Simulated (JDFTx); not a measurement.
Reference run:

Hf(0001) slab cut from bulk Hf (space group P6_3/mmc, indices of the conventional cell, lattice of the Materials Project entry mp-103, not re-optimised): 4 atoms in 4 planes, a 1x1 cell of 8.83 Å² (|a| = 3.192, |b| = 3.192 Å), 7.6 Å between the outermost planes, cell height 23.6 Å, 8×8×1 k mesh, Fermi smearing 0.01 Ha, no spin polarisation.

Reference level: PBE, GBRV ultrasoft potentials, plane waves to 20/100 Ha, in a modified build of JDFTx. Unrelaxed; liquid: CANDLE, water, 1 M NaF. The electron chemical potential μ is absolute (zero in the bulk liquid) and is turned into a potential by U = −μ/e − 4.44 V vs SHE, a convention.

Settings tried: 3×3×1; 6×6×1; 8×8×1; 12×12×1; 18×18×1.

Task: Which is the cheapest setting from which the work function and U_pzc both stay within 0.03 (eV, V) of the last one?

Result: 6×6×1, at roughly 0.2 of the last row's time. Over the whole series the work function spans 0.09 eV and U_pzc 0.09 V.

```json
[
 {"k mesh": "3×3×1", "work function (eV)": "4.44", "U_pzc (V)": "-0.47", "mean C above U_pzc (μF/cm²)": "49 over 0.5 V", "k states × plane waves": "3 × 6013", "cycles, vacuum run": "19", "rough core time, vacuum run": "2 min"},
 {"k mesh": "6×6×1", "work function (eV)": "4.35", "U_pzc (V)": "-0.55", "mean C above U_pzc (μF/cm²)": "47 over 0.5 V", "k states × plane waves": "7 × 6008", "cycles, vacuum run": "19", "rough core time, vacuum run": "3 min"},
 {"k mesh": "8×8×1", "work function (eV)": "4.35", "U_pzc (V)": "-0.56", "mean C above U_pzc (μF/cm²)": "48 over 0.5 V", "k states × plane waves": "10 × 6003", "cycles, vacuum run": "19", "rough core time, vacuum run": "4 min"},
 {"k mesh": "12×12×1", "work function (eV)": "4.35", "U_pzc (V)": "-0.56", "mean C above U_pzc (μF/cm²)": "48 over 0.5 V", "k states × plane waves": "19 × 6004", "cycles, vacuum run": "20", "rough core time, vacuum run": "6 min"},
 {"k mesh": "18×18×1", "work function (eV)": "4.35", "U_pzc (V)": "-0.56", "mean C above U_pzc (μF/cm²)": "47 over 0.5 V", "k states × plane waves": "37 × 6005", "cycles, vacuum run": "19", "rough core time, vacuum run": "20 min"}
]
```

The times are rough (shared hosts); only ratios past two mean anything.
